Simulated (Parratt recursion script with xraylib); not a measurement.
**How thick is the Si film? X-ray reflectivity on Al2O3**

| layer, from the top | thickness (Å) | density (g/cm³) | rms roughness of its top face (Å) | δ (10⁻⁶) | β (10⁻⁶) |
|---|---|---|---|---|---|
| Si | ? | 2.313 | 7.9 | 3.145 | 0.03325 |
| Al2O3 (substrate) | – | 3.873 | 3.6 | 5.161 | 0.02729 |

The refractive index is n = 1 − δ + iβ. Vacuum lies above.

Densities are inputs, not measurements. They were set from computed cells of the Materials Project: Si from entry mp-149 (Fd-3m, 2.313 g/cm³); Al2O3 from entry mp-1143 (R-3c, 3.873 g/cm³). A layer's crystal structure does not enter its constants, only its composition and density.

Simulated, not measured: specular X-ray reflectivity, Parratt recursion, Névot-Croce roughness, xraylib tables (Parratt recursion script with xraylib 4.3.0).

Photon energy 12.4 keV (λ = 0.9999 Å), s polarisation. The grazing angle θ is scanned from 0.05° to 2.6° in 900 evenly spaced points, and the curve is smoothed with a Gaussian of 0.004° full width. A minimum is a scan point below both neighbours, placed by a parabola through ln R at the three points.

All minima between 0.3 and 0.95°: θ = 0.353, 0.419, 0.487, 0.556, 0.626, 0.695, 0.765, 0.836, 0.907°.

Find the film thickness d from the minima.

sin²θ of the minima, in units of 10⁻⁶: 38.0, 53.5, 72.2, 94.2, 119.4, 147.1, 178.3, 212.9, 250.6. For consecutive orders m, sin²θ = 2δ + (mλ/2d)², so u = (sin²θ − 2δ)^½ rises by λ/2d from one minimum to the next. With the film's δ, u in units of 10⁻³ is 5.631, 6.871, 8.118, 9.376, 10.635, 11.866, 13.115, 14.374, 15.630. A straight line through u against the count of the minimum has slope 1.250 × 10⁻³, so d = λ/(2 × slope) = 400.0 Å.

The run used d = 400 Å; the estimate misses by 0.0 Å. The spacing of the first two listed minima alone, with δ left out, gives λ/(2Δθ) = 434.0 Å, 8.5 % too high.
